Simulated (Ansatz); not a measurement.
All numbers below come from DFT PBE, scalar-relativistic, plane waves, PAW in Ansatz 0.2.0. All cells share a 420 eV cutoff and Γ-centred k meshes spaced about 0.3 Å⁻¹ or finer (0.25 for metals, 2π included). These runs have no spin polarisation.

A search over trial structures of MnB6 gave this relaxed cell.

```yaml
crystal:
  lattice:
    - [2.95461, -2.44253, 0.00000]
    - [2.95461, 2.44253, 0.00000]
    - [-0.03124, 0.00000, 3.60404]
  atoms:
    - { symbol: Mn, position: [0.00000, 0.00000, 0.00000] }
    - { symbol: B, position: [0.46283, 0.07667, 0.75278] }
    - { symbol: B, position: [0.92333, 0.53717, 0.24722] }
    - { symbol: B, position: [0.53717, 0.92333, 0.24722] }
    - { symbol: B, position: [0.07667, 0.46283, 0.75278] }
    - { symbol: B, position: [0.21341, 0.78659, 0.50000] }
    - { symbol: B, position: [0.78659, 0.21341, 0.50000] }
```

Q: Is it a true minimum?

A: As far as tested, yes. The phonons on a 2×2×2 q mesh of the computed 7-atom cell show no imaginary mode. (Phonon run: 8×8×8 k mesh, Gaussian smearing of 0.10 eV.) After random moves of the atoms it relaxes back. The optical modes at Γ run from 352 to 1003 cm⁻¹, and the highest mode on the mesh lies at 1027 cm⁻¹. Around Mn lie 8 B at 2.06–2.08 Å and 4 B at 2.21 Å; B on a site of symmetry 1 is surrounded by 1 B at 1.71 Å, 4 B at 1.83–1.92 Å, 1 Mn at 2.06 Å and 1 Mn at 2.21 Å; around B on a site of symmetry 2 lie 2 B at 1.71 Å, 2 B at 1.83 Å, 2 Mn at 2.08 Å and 1 B at 2.09 Å. The phonon run warned that its eigensolver hadn't fully converged.

Spin polarisation was left out, though Mn can carry moments; a magnetic state may lie lower. Phonons of metals hang on the k mesh and the smearing.
